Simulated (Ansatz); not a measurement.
Re:
```yaml
crystal:
  lattice:
    - [0.00000, 1.93026, 1.93026]
    - [1.93026, 0.00000, 1.93026]
    - [1.93026, 1.93026, 0.00000]
  atoms:
    - { symbol: Re, position: [0.00000, 0.00000, 0.00000] }
```

Relaxed with LDA. Special points in fractions of this cell's reciprocal vectors: Γ (0.000, 0.000, 0.000); X (0.500, 0.000, 0.500); U (0.625, 0.250, 0.625); K (0.375, 0.375, 0.750); L (0.500, 0.500, 0.500); W (0.500, 0.250, 0.750).

Question: List the band energies nearest the Fermi level at these points for plane-wave PAW LDA (Ansatz code).

Answer: In eV from the Fermi level; about four levels below and three above (degenerate sets whole), none deeper than 8.9 eV; … stands for higher levels left out; points with the same levels are listed once.

```tsv
k	below	above
Γ	-1.98 -1.98 -1.98	…
X	-7.02 -6.14	2.99 3.92 …
U	-5.85 -4.63 -1.07	1.48 3.58 …
L	-7.03 -2.21 -2.21	0.37 …
W	-5.12 -3.28 -3.28	0.16 4.78 …
```

Space group Fm-3m (fcc (Cu type)). The workflow started from an entry of the Crystallography Open Database (COD), which files this formula under 2 space groups. It is not the phase usual at ambient conditions (space group No. 194). The LDA relaxation kept the symmetry of its start; whether a distortion lowers the energy is not shown. No spin polarisation was allowed. Scalar-relativistic: spin–orbit coupling is off unless named, which matters more the heavier the elements.

Potentials: the later of the program's two PAW sets.
